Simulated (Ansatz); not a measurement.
**Data sheet: BeS (DFT)**

BeS:
```xyz
2
Lattice="0.0000 2.2949 2.2949 2.2949 0.0000 2.2949 2.2949 2.2949 0.0000" Properties=species:S:1:pos:R:3 pbc="T T T"
S      0.0000     0.0000     0.0000
Be     2.2949     2.2949     2.2949
```

Space group Fm-3m (No. 225), rock salt; conventional cell a = 4.590 Å, b = 4.590 Å, c = 4.590 Å, α = 90.00°, β = 90.00°, γ = 90.00°.

Method: PBEsol (plane waves, PAW; program Ansatz). Geometry: relaxed at this level of theory. Other levels are named where they apply.

### Cell and energy

```
Item                                                           Value
-----------------------------------------------------  -------------
Volume per atom                                             12.09 Å³
Density                                                   2.82 g/cm³
Formation energy from the elements (no fitted shifts)  -609 meV/atom
```

### Electronic structure

```
Property                                                                   Result
----------------------------------------  ---------------------------------------
Band gap                                                       0.94 eV (indirect)
Valence-band maximum                      on the K–Γ line, 60 % of the way from K
Conduction-band minimum                               at X (3 equivalent valleys)
Smallest direct gap on the standard path                                  4.27 eV
Electron effective mass                     0.29, 0.29, 1.0 mₑ (principal values)
Hole effective mass                         0.19, 0.90, 1.1 mₑ (principal values)
HSE06 gap on the PBEsol cell                                              1.75 eV
```

### Mechanics

```
Quantity                                                                       Value
--------------------------------------------  --------------------------------------
Bulk modulus (Birch–Murnaghan fit)                                           114 GPa
Pressure derivative B′                                                           3.8
Elastic constants (relaxed ions, GPa)               C11 = 197, C12 = 72.3, C44 = 119
Mechanical stability                          stable (all eigenvalues of C positive)
Hill bulk and shear moduli                                          114 and 91.9 GPa
Young's modulus                                                              217 GPa
Poisson's ratio                                                                 0.18
Debye temperature from the elastic constants                                   816 K
```

### Dielectric response

```
Item                                                    Value
----------------------------------------  -------------------
Electronic dielectric constant ε∞ (DFPT)                 9.20
Born charges (a third of the trace)       S -2.84, Be +2.84 e
```

### Phonons

```
Item                                                        Value
-------------------------------  --------------------------------
Zone-centre stability            unstable, softest mode 185i cm⁻¹
Dynamical stability on the path       unstable, down to 185i cm⁻¹
```

The start of the workflow was typed in or built on a structure type; neither database checked (COD, Materials Project) lists it. COD files the formula under space group No. 216. Whether it is the stable phase at ambient conditions was not checked. Symmetry was held in the PBEsol relaxation. The references are the lowest solids computed at this level, not always the standard phases.

Potentials: the later of the program's two PAW sets.
